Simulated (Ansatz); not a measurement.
Space group R-3m:H (No. 166). a = 5.320 Å, b = 5.320 Å, c = 13.393 Å, α = 90.00°, β = 90.00°, γ = 120.00°
```tsv
atom	site	symmetry	x	y	z
In	3b	-3m	0.6667	0.3333	0.8333
In	3a	-3m	0.0000	0.0000	0.0000
Ni	9d	.2/m	0.6667	0.8333	0.8333
S	6c	3m	0.0000	0.0000	0.7215
```

Equation of state of this In2Ni3S2 structure (not necessarily the ground state), with shape and atoms relaxed at each volume where symmetry leaves them free. It has no gap at any of these volumes. All numbers below come from DFT PBEsol, scalar-relativistic, plane waves, PAW (Ansatz 0.2.0).

Settings: cutoff 420 eV, Γ-centred mesh 12×12×12 on the computed 7-atom cell, Gaussian smearing of 0.10 eV; no spin polarisation.

```json
{"V (Å³/atom)": "14.694", "E − E(largest V) (meV/atom)": "4.26", "P (GPa)": "6.69"}
{"V (Å³/atom)": "15.163", "E − E(largest V) (meV/atom)": "-9.77", "P (GPa)": "3.02"}
{"V (Å³/atom)": "15.632", "E − E(largest V) (meV/atom)": "-14.03", "P (GPa)": "0.00"}
{"V (Å³/atom)": "16.101", "E − E(largest V) (meV/atom)": "-10.28", "P (GPa)": "-2.46"}
{"V (Å³/atom)": "16.570", "E − E(largest V) (meV/atom)": "0.00", "P (GPa)": "-4.47"}
```

Problem. Fit a third-order Birch–Murnaghan equation to E(V).

Solution. V0 = 15.63 Å³/atom, B0 = 91 GPa, B0' = 5.7.

Cost: 5 runs of about 28 core-minutes in all, on Arm Neoverse V2 (shared hosts).